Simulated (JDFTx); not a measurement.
System: TiSi2(110) (Cmcm bulk; lattice of mp-1077503, not re-optimised at this level), 1x1 cell of 14 atoms in 14 planes (Si outermost, slab composition Ti4Si10), area 24.91 Å² a face, 7.4 Å between the outermost planes in a cell 23.2 Å high; k mesh 6×4×1, Fermi width 0.01 Ha, no spin polarisation. Whether this polymorph is the ambient one wasn't checked. Neither spin polarisation nor a larger cell was tried.

All numbers are PBE, GBRV ultrasoft potentials, plane waves to 20/100 Ha results from a modified build of JDFTx, not measurements. Liquid: SCCS (g09 parameters), water, 1 M NaCl. Between zero charge and -0.20 V from it the run gives σ = -2.0 μC/cm², a mean capacitance of 10.2 μF/cm². The liquid has ε = 78.4, a 1:1 salt at 1 M with linear (Debye) response, and T = 298 K.

Worked example: the Debye length, the diffuse-layer capacitance, and the inner capacitance that is left when the two stand in series.

Each ion has density c = 1 × 6.022×10⁻⁴ = 6.022e-04 Å⁻³. λ² = ε kT / (8π (e²/4πε₀) c) with kT = 0.02568 eV and e²/4πε₀ = 14.40 eV Å gives λ = 3.04 Å; the log prints 3.04 Å. C_diffuse = ε₀ε/λ = 228 μF/cm². Then 1/C_inner = 1/10.2 − 1/228, so C_inner = 10.6 μF/cm², which equals a vacuum gap of ε₀/C_inner = 0.83 Å. The diffuse layer takes 4 % of the potential drop; the rest lies between the electrode's charge and the onset of the dielectric, with the electrode's own (quantum) capacitance in it. The split is a model: in the calculation solvent and ions share one smooth cavity.
